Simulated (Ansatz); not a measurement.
**Data sheet: BeS (DFT)**

BeS:
Space group Pm-3m (No. 221); a = b = c = 2.9256 Å, α = β = γ = 90.00°

```
atom  site  symmetry       x       y       z
----  ----  --------  ------  ------  ------
Be      1a      m-3m  0.0000  0.0000  0.0000
S       1b      m-3m  0.5000  0.5000  0.5000
```

Space group Pm-3m (No. 221), CsCl type; conventional cell a = b = c = 2.926 Å, α = β = γ = 90.00°.

Method: plane-wave PAW PBE (Ansatz code). The cell and atoms are relaxed at this level. Other levels are named where they apply.

### Cell and energy

```json
{
  "volume_per_atom": "12.52 Å³",
  "density": "2.72 g/cm³",
  "Formation energy from the elements (no fitted shifts)": "0.45 eV/atom"
}
```

### Electronic structure

```json
{
  "electronic_character": "metallic (no gap)",
  "Density of states at the Fermi level": "0.48 states/eV per atom (mean over ±0.08 eV)"
}
```

### Mechanics

```json
{
 "Bulk modulus (Birch–Murnaghan fit)": "84.4 GPa",
 "Pressure derivative B′": "3.7",
 "Elastic constants (relaxed ions, GPa)": "C11 = 115, C12 = 67.8, C44 = -37.5",
 "mechanical_stability": "unstable (C has a negative eigenvalue)"
}
```

### Phonons

```json
{
 "zone_centre_stability": "unstable, softest mode 331i cm⁻¹",
 "dynamical_stability_on_the_path": "unstable, down to 543i cm⁻¹"
}
```

### Charges

```json
{
  "bader_charges": "Be +1.48, S -1.48 e"
}
```

The cell is a constructed one: a structure type filled with these elements; neither database checked (COD, Materials Project) lists it. COD files the formula under space group No. 216, so this cell is another polymorph or a model. Whether it is the stable phase at ambient conditions was not checked. The PBE relaxation kept the symmetry of its start. As this level gives no gap, shear constants depend on the k-mesh and smearing (Fermi–Dirac, 0.1 eV here). As this level gives no gap, phonon frequencies hold no LO–TO term and depend on the k-mesh and smearing (Fermi–Dirac, 0.1 eV here). The references are the lowest solids computed at this level, not always the standard phases.

Potentials: the later of the program's two PAW sets.
